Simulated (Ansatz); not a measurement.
Ansatz (a first-principles code) input:

Ansatz 0.2 input:
```yaml
crystal:
  lattice:
    - [0.0, 5.8849106861, 5.8849106861]
    - [5.8849106861, 0.0, 5.8849106861]
    - [5.8849106861, 5.8849106861, 0.0]
  atoms:
    - { symbol: K, position: [0.5, 0.5, 0.5] }
    - { symbol: Cs, position: [0.75, 0.75, 0.75] }
    - { symbol: Cs, position: [0.25, 0.25, 0.25] }
    - { symbol: Y, position: [0.0, 0.0, 0.0] }
    - { symbol: Br, position: [0.7639317708, 0.2360682292, 0.2360682292] }
    - { symbol: Br, position: [0.2360682292, 0.7639317708, 0.7639317708] }
    - { symbol: Br, position: [0.2360682292, 0.7639317708, 0.2360682292] }
    - { symbol: Br, position: [0.7639317708, 0.2360682292, 0.7639317708] }
    - { symbol: Br, position: [0.2360682292, 0.2360682292, 0.7639317708] }
    - { symbol: Br, position: [0.7639317708, 0.7639317708, 0.2360682292] }
kpoints:
  mp_grid: { grid: [4, 4, 4] }
hamiltonian:
  xc: r2scan
  pseudopotentials: { kind: paw }
scf:
  occupations: { method: fixed }
output:
  optics: { e_range: [0.0, 15.0], de: 0.05, sigma: 0.1, bands: { spectra_wanted_up_to: 12 eV } }
```

Output (shortened):

```
output.optics: the spectra are integrated over the Brillouin zone by k·p interpolation around the k-points, where levels, occupations, output.optics.sigma and …
Pseudopotentials: kind: paw
Pseudopotential: K, paw, valence charge 9
Pseudopotential: Cs, paw, valence charge 9
Pseudopotential: Y, paw, valence charge 11
Pseudopotential: Br, paw, valence charge 7
Functional definition: r2SCAN
Crystal: 10 atoms, lattice volume = 407.614 Å³
Basis set: ecut = 500 eV, 10417 PW (Γ), exchange–correlation on 256×256×256 points (64 copies of the dense FFT grid, shifted against one another)
Bands: 50, of which v1, the nominal top of the filled ones, is band 40 counted from 1 (39 counted from 0)
Symmetry: 48 space group operations
Space group: Fm-3m (ITA 225), of the structure as read, at distance tolerance 7.4e-5 Å
k-points: 8 of 64
PAW frozen core: K, regenerated for the run's functional
PAW frozen core: Cs, regenerated for the run's functional
PAW frozen core: Y, regenerated for the run's functional
PAW frozen core: Br, regenerated for the run's functional
Initial wavefunctions: pseudopotential atomic-orbital guess
Eigensolver: davidson
Functional: x = r2scan, c = r2scan; τ floored in thin density (d = 2e-4 eV/Å³)
SCF iter   1: F=—  HF=-33552.410737 eV  |F-HF|=—  |Δ(HF+E_count)|=         —  Δρ=2.96e-3  dr2=7.84e-2  dr2_τ=2.50e-2  ethr=1.77e-3  ⟨swp⟩=6.2  Hψ=1363  notcnv=0  defer=55
all-band conjugate gradients solve this SCF's bands
preconditioner: auto → Resta (q_TF=auto, 2.080 Å⁻¹)
SCF iter   2: F=—  HF=-33552.461417 eV  |F-HF|=—  |Δ(HF+E_count)|=   5.07e-2  Δρ=1.34e-3  dr2=8.68e-3  dr2_τ=9.48e-4  ethr=9.80e-5  ⟨swp⟩=3.4  Hψ=820  notcnv=0  defer=59
SCF iter   3: F=—  HF=-33552.460521 eV  |F-HF|=—  |Δ(HF+E_count)|=   8.97e-4  Δρ=3.97e-4  dr2=5.36e-4  dr2_τ=4.86e-5  ethr=1.09e-5  ⟨swp⟩=3.6  Hψ=721  notcnv=0  defer=59
SCF iter   4: F=—  HF=-33552.460587 eV  |F-HF|=—  |Δ(HF+E_count)|=   6.69e-5  Δρ=8.39e-5  dr2=2.55e-5  dr2_τ=2.97e-6  ethr=6.69e-7  ⟨swp⟩=2.9  Hψ=809  notcnv=0  defer=59
SCF iter   5: F=—  HF=-33552.460608 eV  |F-HF|=—  |Δ(HF+E_count)|=   2.08e-5  Δρ=1.06e-5  dr2=5.27e-7  dr2_τ=1.24e-7  ethr=3.19e-8  ⟨swp⟩=3.0  Hψ=745  notcnv=0  defer=58
SCF iter   6: F=—  HF=-33552.460202 eV  |F-HF|=—  |Δ(HF+E_count)|=   4.07e-4  Δρ=2.43e-6  dr2=3.77e-8  dr2_τ=3.19e-9  ethr=6.58e-10  ⟨swp⟩=2.0  Hψ=712  notcnv=0  defer=52
SCF iter   7: F=—  HF=-33552.460202 eV  |F-HF|=—  |Δ(HF+E_count)|=   2.72e-8  Δρ=5.51e-7  dr2=1.65e-9  dr2_τ=1.43e-10  ethr=4.71e-11  ⟨swp⟩=2.0  Hψ=642  notcnv=0  defer=52
SCF iter   8: F=—  HF=-33552.460202 eV  |F-HF|=—  |Δ(HF+E_count)|=   1.87e-9  Δρ=1.07e-7  dr2=9.33e-11  dr2_τ=5.47e-12  ethr=2.06e-12  ⟨swp⟩=2.0  Hψ=626  notcnv=0  defer=52
SCF iter   9: F=-33552.460202 eV  HF=-33552.460202 eV  |F-HF|=2.18e-11  |Δ(HF+E_count)|=  5.09e-11  Δρ=2.74e-8  dr2=4.44e-12  dr2_τ=3.26e-13  ethr=1.00e-12  ⟨swp⟩=20.0  Hψ=2433  notcnv=0
SCF 1 converged in 9 iterations: F = -33552.460202 eV  dr2 = 4.44e-12
NSCF: frozen V_eff on 8 k-points
Optics k sum: 0 of 8 k-points
Optics k sum: 1 of 8 k-points
Optics k sum: 2 of 8 k-points
Optics k sum: 3 of 8 k-points
Optics k sum: 4 of 8 k-points
Optics k sum: 5 of 8 k-points
Optics k sum: 6 of 8 k-points
Optics k sum: 7 of 8 k-points
Optics k sum: 8 of 8 k-points
Optics k sum: 0 of 8 k-points
Optics k sum: 1 of 8 k-points
Optics k sum: 2 of 8 k-points
Optics k sum: 3 of 8 k-points
Optics k sum: 4 of 8 k-points
Optics k sum: 5 of 8 k-points
Optics k sum: 6 of 8 k-points
Optics k sum: 7 of 8 k-points
Optics k sum: 8 of 8 k-points
NSCF: frozen V_eff on 1 k-points
output.optics: what the bands over the 126 summed would add to eps1, eps2 and the energy-loss function is held between a lower and an upper bound (8 Lanczos …
SCF converged after 9 iterations
Free energy (F): -33552.460202 eV
Harris-Foulkes:  -33552.460202 eV  (|F-HF|=2.18e-11)
Internal energy: -33552.460202 eV  (E = F + TS)
E sigma→0 (E₀):  -33552.460202 eV
Fermi energy:    1.276582 eV
--- Per-component energies (eV) ---
  E_band       = -597.800277
  E_kinetic    = 1649.439034
  E_local      = -3736.654585  (includes V_loc(G=0)·N_el)
  E_nonlocal   = 539.859168
  E_hartree    = 1216.511930
  E_xc         = -2136.682689
  E_vxc        = -1378.509516  (∫ρ·V_xc dr)
  E_paw        = -27436.673032  (= ΣΔE_a)
  E_vpaw       = -177.514476  (= ΣTr[D̂ρ^β])
  E_aug_tail   = 0.000000  (compensation charges beyond the density's cutoff)
  E_vtau       = 72.556255  (kinetic-family band-sum trace: ∫τ·v_τ [+ j·A + Jᵃ·Aᵃ] dr)
  E_ewald      = -3647.060485
  E_core_change = -1.199542  (= ΣΔE_core)
  E_smearing   =  0.000000  (= −TS)
  E_closure    = 0.000000  (closes the sum)
  Σ components = -33552.460202   (vs F -33552.460202, Δ=0.00e0)
  [band-id]    e_kinetic+e_local+e_nonlocal+2·e_hartree+e_vxc+e_vpaw+e_augmentation_tail+e_vtau = -597.800259   (vs E_band -597.800277, Δ=1.78e-5)
--- Band table (eV; the first three rows and the last of 8) ---
  k-point 0: bands = ["-41.2097", "-27.5965", "-20.5595", "-20.5595", "-20.5595", "-19.1044", "-19.1016", "-12.0734", "-11.8440", "-11.8440", "-11.8440", "-11.8023", "-11.8023", "-10.2801", "-10.2801", "-10.2801", "-5.5753", "-5.5753", "-5.5753", "-5.5388", "-5.5388", "-5.5388", "-1.2478", "-0.2653", "-0.2653", "-0.2263", "-0.2263", "-0.2263", "-0.1724", "-0.1724", "-0.1724", "0.7481", "0.7481", "0.7481", "1.0291", "1.0291", "1.0291", "1.2766", "1.2766", "1.2766", "6.1439", "6.1439", "6.1439", "6.3356", "7.5102", "7.5102", "7.9717", "7.9717", "7.9717", "8.1100"]
  k-point 1: bands = ["-41.2097", "-27.5965", "-20.5595", "-20.5595", "-20.5595", "-19.1039", "-19.1020", "-12.0861", "-11.8800", "-11.8800", "-11.8271", "-11.7645", "-11.7645", "-10.2917", "-10.2827", "-10.2827", "-5.5656", "-5.5656", "-5.5532", "-5.5397", "-5.5397", "-5.5285", "-1.0989", "-0.2876", "-0.2833", "-0.2833", "-0.2227", "-0.1562", "-0.1562", "-0.0902", "-0.0902", "0.6303", "0.6303", "0.7308", "0.8053", "0.9698", "0.9698", "1.1653", "1.1653", "1.2071", "6.2305", "6.2805", "6.2805", "6.8353", "7.8357", "7.8357", "8.0151", "8.1411", "8.1411", "8.4650"]
  k-point 2: bands = ["-41.2097", "-27.5965", "-20.5595", "-20.5595", "-20.5595", "-19.1029", "-19.1029", "-12.0976", "-11.9004", "-11.9004", "-11.8115", "-11.7423", "-11.7423", "-10.3034", "-10.2853", "-10.2853", "-5.5492", "-5.5492", "-5.5471", "-5.5471", "-5.5255", "-5.5235", "-0.8926", "-0.4339", "-0.2876", "-0.2876", "-0.1717", "-0.0458", "-0.0458", "-0.0230", "-0.0230", "0.3753", "0.4763", "0.4763", "0.8945", "0.9298", "0.9298", "1.0378", "1.0378", "1.1056", "6.3084", "6.4067", "6.4067", "7.7334", "7.7470", "8.2965", "8.2965", "8.4236", "8.4236", "8.6182"]
  k-point 7: bands = ["-41.2097", "-27.5965", "-20.5595", "-20.5595", "-20.5595", "-19.1028", "-19.1028", "-12.0536", "-11.8579", "-11.8566", "-11.8476", "-11.8476", "-11.7544", "-10.2913", "-10.2794", "-10.2794", "-5.5411", "-5.5397", "-5.5397", "-5.5383", "-5.5254", "-5.5239", "-0.8838", "-0.6162", "-0.2774", "-0.2156", "-0.2156", "-0.0828", "-0.0028", "-0.0028", "0.0701", "0.5655", "0.5655", "0.6549", "0.7386", "0.7386", "0.7706", "0.7936", "1.0875", "1.0875", "6.3955", "6.3955", "6.6192", "7.6381", "8.3054", "8.4148", "8.4148", "8.5449", "8.8407", "8.8407"]
  band table: 50 of 50 bands, residual norms ≤ 1.0e-3 eV
```

Cost: about 4 core-minutes (a rough figure) on shared cores.

The first step of the workflow began from a Materials Project structure, measured or hypothetical; the Crystallography Open Database copy checked does not list it. Its standing as an ambient phase is unchecked. The r²SCAN relaxation kept the symmetry of its start; whether a distortion lowers the energy is not shown. The run is not spin-polarised. Scalar-relativistic: spin–orbit coupling is off unless named, which matters more the heavier the elements.

Potentials: the later of the program's two PAW sets.

Ansatz is a plane-wave DFT program.
